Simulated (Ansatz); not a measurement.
CoGe$_{2}$:
```yaml
crystal:
  lattice:
    - [0.00000, 3.96825, 4.76933]
    - [2.27745, 0.00000, 4.76933]
    - [2.27745, 3.96825, 0.00000]
  atoms:
    - { symbol: Ge, position: [0.67006, 0.32994, 0.67006] }
    - { symbol: Ge, position: [0.32994, 0.67006, 0.32994] }
    - { symbol: Ge, position: [0.57994, 0.92006, 0.57994] }
    - { symbol: Ge, position: [0.92006, 0.57994, 0.92006] }
    - { symbol: Co, position: [0.00000, 0.00000, 0.00000] }
    - { symbol: Co, position: [0.25000, 0.25000, 0.25000] }
```

Relaxed with PBE. Special points in fractions of this cell's reciprocal vectors: Γ (0.000, 0.000, 0.000); Y (0.500, 0.000, 0.500); T (1.000, 0.500, 0.500); Z (0.500, 0.500, 0.000); Σ0 (0.000, 0.389, 0.389); U0 (1.000, 0.611, 0.611); C0 (0.500, 0.225, 0.725); A0 (0.500, 0.775, 0.275); L (0.500, 0.500, 0.500).

Task: List the band energies nearest the Fermi level at these points for DFT-PBE in the program Ansatz with PAW potentials.

Result: In eV from the Fermi level; about four levels below and three above (degenerate sets whole), none deeper than 8.9 eV; points with the same levels are listed once.

| k | below | above |
|---|---|---|
| Γ | -1.56 -1.01 -0.29 -0.28 | 0.28 0.38 0.57 |
| Y | -0.39 -0.39 -0.08 -0.08 | 0.45 0.45 4.47 4.47 |
| T | -1.58 -1.58 -0.49 -0.49 | 0.37 0.37 2.28 2.28 |
| Z | -1.78 -1.78 -1.73 -1.73 | 0.10 0.10 0.45 0.45 |
| Σ0 | -1.41 -1.39 -0.67 -0.50 | 0.26 1.00 2.03 |
| C0 | -0.61 -0.61 -0.06 -0.06 | 1.66 1.66 2.00 2.00 |
| L | -1.01 -0.67 -0.57 -0.26 | 0.16 0.88 1.52 |

Space group Fddd. A made-up cell: these elements were put on the sites of a structure type; neither database checked (COD, Materials Project) lists it. Whether it is the stable phase at ambient conditions was not checked. The cell was relaxed with PBE under the symmetry of its start; its stability against distortions is not shown here. The workflow began spin-polarised and lost its moments. Spin–orbit coupling is left out wherever it is not named.

Potentials: the later of the program's two PAW sets.
